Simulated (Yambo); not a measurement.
G0W0@PBEsol for YSF (space group P6_3/mmc, No. 194) in Yambo. Reference settings: 3×3×1 Γ-centred k mesh, bands 5 to 346 and a 7 Ry block in the screening, 346 bands in G with the Bruneval-Gonze terminator, plasmon pole fitted at 27.2 eV. The PBEsol gap Γ → (0, 0.333, 0) on this mesh is 2.65 eV; G0W0 gaps are taken between the same points.

With and without the terminator, as bands are cut:

```tsv
bands in G (in W)	gap, terminator (eV)	gap, none (eV)	valence shift, terminator (eV)	valence shift, none (eV)
137 (346)	4.515	4.522	-0.906	-0.421
226 (346)	4.508	4.522	-0.976	-0.741
346 (346)	4.502	4.506	-0.996	-0.881
```

Over this range the gap spans 0.013 eV with the terminator and 0.016 eV without, the valence shift 0.090 eV and 0.460 eV. Neither column has reached its limit for certain.

Geometry of the Materials Project entry, not relaxed at this level; primitive cell a = b = 4.032 Å, c = 16.720 Å, α = β = 90.00°, γ = 120.00°.

A shift is the quasiparticle energy of the state minus its PBEsol energy.
